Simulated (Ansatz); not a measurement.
TaAg:
```xyz
4
Lattice="4.7750 0.0000 0.0000 0.0000 2.7911 0.0000 0.0000 0.0000 5.3052" Properties=species:S:1:pos:R:3 pbc="T T T"
Ag     1.1938     0.0000     4.5263
Ag     3.5813     0.0000     0.7789
Ta     1.1938     1.3955     1.8615
Ta     3.5813     1.3955     3.4436
```

Relaxed with PBE. Special points in fractions of this cell's reciprocal vectors: Γ (0.000, 0.000, 0.000); X (0.500, 0.000, 0.000); S (0.500, 0.500, 0.000); Y (0.000, 0.500, 0.000); Z (0.000, 0.000, 0.500); U (0.500, 0.000, 0.500); R (0.500, 0.500, 0.500); T (0.000, 0.500, 0.500).

**Question.** List the band energies nearest the Fermi level at these points for DFT-PBE in the program Ansatz with PAW potentials.

**Answer.** In eV from the Fermi level; about four levels below and three above (degenerate sets whole), none deeper than 8.9 eV; points with the same levels are listed once.

```json
[
 {"k": "Γ", "below": "-1.77 -1.43 -1.10 0.00", "above": "1.81 2.87 3.04"},
 {"k": "X", "below": "-1.77 -1.77 -1.00 -1.00", "above": "0.12 0.12 2.94 2.94"},
 {"k": "S", "below": "-0.93 -0.93 -0.24 -0.24", "above": "3.49 3.49 3.99 3.99"},
 {"k": "Y", "below": "-1.99 -1.05 -0.98 -0.02", "above": "0.22 1.00 2.36"},
 {"k": "Z", "below": "-1.96 -1.72 -1.35 -1.00", "above": "1.31 3.00 3.29"},
 {"k": "U", "below": "-1.46 -1.46 -0.14 -0.14", "above": "2.79 2.79 3.36 3.36"},
 {"k": "R", "below": "-0.25 -0.25 -0.15 -0.15", "above": "0.84 0.84 2.36 2.36"},
 {"k": "T", "below": "-1.18 -1.11 -0.99 -0.26", "above": "0.29 1.69 1.92"}
]
```

Space group Pmma. The start of the workflow was typed in or built on a structure type; neither database checked (COD, Materials Project) lists it. Whether it is the stable phase at ambient conditions was not checked. The cell was relaxed with PBE under the symmetry of its start; whether a distortion lowers the energy is not shown. The run is not spin-polarised. Its formation energy is positive at this level, so the cell may be metastable or incomplete. Spin–orbit coupling is left out wherever it is not named.

Potentials: the later of the program's two PAW sets.
